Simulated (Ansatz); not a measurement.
Total density of states per atom from plane-wave PAW PBE (Ansatz code), in 0.25 eV bins, energy from the Fermi level:

```
E (eV) | states/eV/atom
    -7.85 | ######## 0.19
    -7.60 | ######### 0.20
    -7.35 | ########## 0.22
    -7.10 | ########## 0.23
    -6.85 | ########### 0.24
    -6.60 | ########### 0.25
    -6.35 | ############ 0.27
    -6.10 | ############ 0.28
    -5.85 | ############# 0.29
    -5.60 | ############## 0.31
    -5.35 | ############### 0.34
    -5.10 | ################ 0.36
    -4.85 | ############### 0.34
    -4.60 | ############## 0.32
    -4.35 | ############## 0.31
    -4.10 | ############# 0.29
    -3.85 | ############## 0.31
    -3.60 | ############### 0.34
    -3.35 | ################ 0.36
    -3.10 | ################ 0.37
    -2.85 | ################# 0.38
    -2.60 | ################# 0.39
    -2.35 | ################## 0.40
    -2.10 | ################## 0.41
    -1.85 | ################### 0.43
    -1.60 | ################### 0.44
    -1.35 | #################### 0.45
    -1.10 | ##################### 0.47
    -0.85 | ###################### 0.49
    -0.60 | ######################### 0.56
    -0.35 | ######################### 0.56
    -0.10 | ####################### 0.52
     0.15 | ###################### 0.50
     0.40 | ##################### 0.48
     0.65 | #################### 0.46
     0.90 | ##################### 0.46
     1.15 | #################### 0.45
     1.40 | #################### 0.46
     1.65 | #################### 0.46
     1.90 | #################### 0.46
     2.15 | ################### 0.44
     2.40 | ##################### 0.48
     2.65 | ########################## 0.59
     2.90 | ############################## 0.68
     3.15 | ########################## 0.58
     3.40 | ######################## 0.54
     3.65 | ####################### 0.53
     3.90 | ####################### 0.51
     4.15 | ###################### 0.49
     4.40 | ##################### 0.48
     4.65 | ###################### 0.49
```

### Question
Which of these materials gives this?
A. Al, simple cubic
B. AlNi, Cmcm (Al on 4c, Ni on 4c)
C. AlCo, CsCl type
D. AlCr2C, P6_3/mmc (Al on 2d, Cr on 4f, C on 2a)

### Answer
A, Al, simple cubic. Within 0.5 eV of the Fermi level: Al 3p 83 %, Al 3s 14 %. Projections are on Löwdin-orthogonalised atomic valence shells; empty p or d shells of many metals are not among them.

Space group Pm-3m (simple cubic). The start of the workflow was typed in or built on a structure type; neither database checked (COD, Materials Project) lists it. It is not the phase usual at ambient conditions (space group No. 225). The PBE relaxation kept the symmetry of its start; its stability against distortions is not shown here.

Potentials: the earlier of the program's two PAW sets.
